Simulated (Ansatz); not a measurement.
BaB₂O₄:
```xyz
42
Lattice="3.6234 2.0920 13.1418 -3.6234 2.0920 13.1418 0.0000 -4.1840 13.1418" Properties=species:S:1:pos:R:3 pbc="T T T"
Ba     0.0000     0.0000     5.9380
Ba     0.0000     0.0000    33.4873
Ba     0.0000     0.0000    13.7747
Ba     0.0000     0.0000    25.6506
Ba     0.0000     0.0000     9.8563
Ba     0.0000     0.0000    29.5690
B      0.8918    -1.1100    18.2191
B     -0.8918     1.1100    21.2062
B      0.5154     1.3273    18.2191
B     -0.5154    -1.3273    21.2062
B     -1.4072    -0.2173    18.2191
B      1.4072     0.2173    21.2062
B      2.2163     2.3093    14.6353
B     -2.2163    -2.3093    24.7900
B      0.8918    -3.0740    14.6353
B     -0.8918     3.0740    24.7900
B     -3.1080     0.7647    14.6353
B      3.1080    -0.7647    24.7900
O     -0.5022    -1.2867    18.1809
O      0.5022     1.2867    21.2444
O      1.3654     0.2085    18.1809
O     -1.3654    -0.2085    21.2444
O     -0.8633     1.0783    18.1809
O      0.8633    -1.0783    21.2444
O      2.7602     1.0137    14.6736
O     -2.7602    -1.0137    24.7517
O     -0.5022    -2.8973    14.6736
O      0.5022     2.8973    24.7517
O     -2.2580     1.8835    14.6736
O      2.2580    -1.8835    24.7517
O     -2.7150    -0.3948    18.2963
O      2.7150     0.3948    21.1290
O      1.6994    -2.1539    18.2963
O     -1.6994     2.1539    21.1290
O      1.0156     2.5487    18.2963
O     -1.0156    -2.5487    21.1290
O      1.0156     1.6353    27.6999
O     -1.0156    -1.6353    11.7254
O      0.9084    -1.6972    27.6999
O     -0.9084     1.6972    11.7254
O     -1.9240     0.0619    27.6999
O      1.9240    -0.0619    11.7254
```

r²SCAN (plane waves, PAW; program Ansatz) gives a gap of 5.07 eV without spin–orbit coupling, maximum off the standard path, at k = (-0.167, 0.167, -0.469), minimum at Γ.

Problem. What happens when spin–orbit coupling is switched on?

Solution. The gap is nearly the same, to 5.07 eV; maximum off the standard path, at k = (-0.177, 0.156, -0.479), minimum at Γ.

Problem. Give the electron effective mass with spin–orbit coupling.

Solution. 0.47, 0.67, 0.67 mₑ (principal values).

Space group R-3c. The first step of the workflow began from a Materials Project structure, measured or hypothetical; the Crystallography Open Database files this formula in space group No. 167, but the cells were not matched. Whether it is the stable phase at ambient conditions was not checked. The r²SCAN relaxation kept the symmetry of its start; whether a distortion lowers the energy is not shown.

Potentials: the later of the program's two PAW sets.
